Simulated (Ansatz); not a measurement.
## GaSb$_{3}$: moving Ga off its site

GaSb$_{3}$, Fm-3m, a = 7.296 Å (as given, not relaxed at this level: 0.4 GPa). The structure is a Materials Project entry; whether it is the stable form wasn't checked. Ansatz: PBE+D3(BJ), PAW, 420 eV, Γ-centred 12×12×12 mesh on 4 atoms, Gaussian smearing 0.15 eV; no spin polarisation.

```xyz
4
Lattice="0.0000 3.6479 3.6479 3.6479 0.0000 3.6479 3.6479 3.6479 0.0000" Properties=species:S:1:pos:R:3 pbc="T T T"
Ga    0.0000    0.0000    0.0000
Sb    1.8239    1.8239    1.8239
Sb    5.4718    5.4718    5.4718
Sb    3.6479    3.6479    3.6479
```

Atom 1 (Ga) moves by x along the unit vector (0.000, 0.000, -1.000), with its periodic images; all else is held. y is the free energy of the cell over the start, F the force along the path summed over the moved atoms. Symmetry makes y even in x.

| x (Å) | y (meV) | F (eV/Å) |
| --- | --- | --- |
| -0.300 | ? | ? |
| -0.100 | 8.9 | 0.18 |
| 0.000 | 0.0 | 0.00 |
| 0.050 | 2.2 | -0.09 |
| 0.150 | 20.0 | -0.27 |
| 0.200 | 35.8 | -0.36 |
| 0.250 | 56.2 | -0.45 |

Fit y = c2 x² + c4 x⁴ to the energies of the other rows, give the force constant, and predict energy and force of the missing row.

Least squares on the rows shown. y = 885.6 x² + 219.9 x⁴. The force constant is 2 c2 = 1.77 eV/Å² (for all images moving together, not for a lone atom). The force −dy/dx at the missing row is 0.56 eV/Å (computed 0.55). At x = -0.300 the fit asked for gives 81.5 meV. The run gave 81.2 meV, so the fit is 0.3 meV too high, a small miss on the scale of the series.